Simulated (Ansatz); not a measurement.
BaTiO$_{3}$:
```xyz
5
Lattice="2.8323 1.6352 2.3286 -2.8323 1.6352 2.3286 0.0000 -3.2705 2.3286" Properties=species:S:1:pos:R:3 pbc="T T T"
Ba     0.0000     0.0000     0.0157
Ti     0.0000     0.0000     3.6073
O     -1.3847     0.7995     4.5466
O      0.0000    -1.5989     4.5466
O      1.3847     0.7995     4.5466
```

This is the HSE06-relaxed structure. Cartesian axes are those of the cell as given.

**Question.** All from plane-wave PAW HSE06 (Ansatz code), unless another level is named. Give the smallest direct gap on the standard path.

**Answer.** 4.52 eV.

**Question.** Predict the band gap.

**Answer.** 4.12 eV (indirect).

**Question.** What about the gap with spin–orbit coupling?

**Answer.** 4.10 eV (at the special points and the edges found without it).

**Question.** Next, the conduction-band minimum?

**Answer.** off the standard path, at k = (-0.073, 0.016, 0.016) in fractions of the reciprocal vectors.

**Question.** Predict the valence-band maximum.

**Answer.** at T.

Space group R3m. This is a known low-temperature phase of the composition, computed here at zero pressure and temperature. Symmetry was held in the HSE06 relaxation; its stability against distortions is not shown here. No spin polarisation was allowed. The hybrid was solved on a coarse mesh, the path and, where they were found, the r²SCAN edge points; its band edges are the extreme levels among these. Spin–orbit coupling is left out wherever it is not named.

Potentials: the earlier of the program's two PAW sets. The files were generated under PBE; for other functionals the program regenerates the frozen cores, and for LDA and PBEsol the local potential too.
